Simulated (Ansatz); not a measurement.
# How far is PAW off for MgS?

```
Mg S
1.0
     0.00000    2.60165    2.62767
     2.60165    0.00000    2.62767
     2.60165    2.60165    0.00000
Mg S
1 1
Direct
  0.00000 0.00000 0.00000
  0.50000 0.50000 0.50000
```

Atom numbers follow the list: Mg1, S2.

Conventional cell: a = 3.679 Å, b = 3.679 Å, c = 5.255 Å, α = 90.00°, β = 90.00°, γ = 90.00°. Around Mg (atom 1) lie 6 S at 2.60 to 2.63 Å. S (atom 2) has 6 Mg at 2.60 to 2.63 Å as nearest neighbours.

The geometry is COD entry 9008672, unchecked; take it as a test cell. The listed cell was then made from it by scaling, straining or moving an atom.

Levels of theory: DFT, LDA, PAW with Ansatz's default frozen-core files, scalar-relativistic (Ansatz 0.2.0); DFT, LDA, all-electron PAW with datasets made for the crystal, scalar-relativistic (Ansatz 0.2.0); DFT, LDA, all-electron LAPW, scalar-relativistic (Ansatz 0.2.0).

For PAW: a Γ-centred 8×8×8 k mesh, Fermi–Dirac smearing of 0.01 eV, cutoff 420 eV, no spin polarisation; the PAW files were made with PBE, and the program remakes their frozen cores for this functional. The crystal-made all-electron datasets (AE datasets) take a cutoff of 200 eV at this cell. LAPW targets a basis error of 0.25 meV/atom. The Ansatz runs share mesh, smearing and spin set-up. Plane-wave (PAW) pressures include the program's estimate of the Pulay term.

Stress and pressure are positive in compression.

| quantity | PAW | AE datasets | LAPW |
| --- | --- | --- | --- |
| pressure (GPa) | -3.94 | -3.92 | -3.92 |
| stress xx (GPa) | -3.65 | -3.62 | -3.62 |
| stress zz (GPa) | -4.52 | -4.50 | -4.50 |
| band gap (eV) | 2.494 | 2.496 | 2.496 |
| field gradient Vzz at Mg1 (10²¹ V/m²) | 0.15 | 0.16 | – |
| field gradient Vzz at S2 (10²¹ V/m²) | 0.05 | 0.05 | – |

PAW's pressure differs from the LAPW value by -0.02 GPa.
